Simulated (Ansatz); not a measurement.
**Ta₃Sb: sound and stiffness along [100], [110] and [111]**

Level of theory: Ansatz, DFT LDA, scalar-relativistic, plane waves, PAW. Settings: 420 eV plane-wave cutoff, Γ-centred 8×8×8 mesh, Fermi-Dirac smearing of 0.15 eV. No spin polarisation.

Equilibrium structure at this level:
```xyz
8
Lattice="5.2015 0.0000 0.0000 0.0000 5.2015 0.0000 0.0000 0.0000 5.2015" Properties=species:S:1:pos:R:3 pbc="T T T"
Ta    1.3004    0.0000    2.6007
Ta    2.6007    3.9011    0.0000
Ta    3.9011    0.0000    2.6007
Ta    2.6007    1.3004    0.0000
Ta    0.0000    2.6007    3.9011
Ta    0.0000    2.6007    1.3004
Sb    0.0000    0.0000    0.0000
Sb    2.6007    2.6007    2.6007
```

In a metal, frequencies and elastic constants depend on the k mesh and the smearing, soft modes and shear constants most. Spin–orbit coupling is left out, which can shift energies with elements as heavy as these.

With ions relaxed, on the cubic axes: C11 = 390.1, C12 = 121.2, C44 = 72.2 GPa. The density is 15.684 g/cm³.

**Question.** Is the crystal stable against strain, and how anisotropic is it?

**Answer.** Born's conditions hold: C11 + 2C12 = 632.4, C11 − C12 = 268.9 and C44 = 72.2 GPa are all positive. B = (C11 + 2C12)/3 = 210.8 GPa. The two shear moduli are C44 and C′ = (C11 − C12)/2 = 134.5 GPa, so Zener's ratio is A = C44/C′ = 0.54: the shear C44 is the soft one, as in NaCl, KCl, the halide perovskites and the bcc metals V, Nb, Cr and Mo. The Cauchy pressure C12 − C44 is 48.9 GPa; it would vanish for pair forces between atoms on inversion centres at zero pressure, and a positive value is usual with metallic or many-body binding, and where atoms off inversion centres relax under shear, which lowers C44.

**Question.** Give the sound speeds along the three symmetry directions.

**Answer.** The Christoffel equation gives ρv² for each branch:
```
direction branch                    ρv²    GPa v (m/s)
    [100]              L                    C11  390.1     4987
    [100]         T (×2) C44   72.2     2146
    [110]              L   (C11 + C12 + 2C44)/2  327.9     4572
    [110]   T, u ∥ [001]                    C44   72.2     2146
    [110]  T, u ∥ [1-10]          (C11 − C12)/2  134.5     2928
    [111]              L  (C11 + 2C12 + 4C44)/3  307.1     4425
    [111]         T (×2) (C11 − C12 + C44)/3  113.7     2693
```

**Question.** How does Young's modulus depend on direction?

**Answer.** Inverting gives S11 = 3.006, S12 = -0.712, S44 = 13.843 TPa⁻¹. Along a unit vector (l, m, n), 1/E = S11 − 2(S11 − S12 − S44/2)(l²m² + m²n² + n²l²), where the last bracket is 0, 1/4 and 1/3 for [100], [110] and [111]: E = 333, 217 and 195 GPa. With A < 1 the cube edge is stiffest. For a film on (001), the biaxial modulus is C11 + C12 − 2C12²/C11 = 436 GPa and the normal strain is −2C12/C11 = -0.62 times the in-plane one.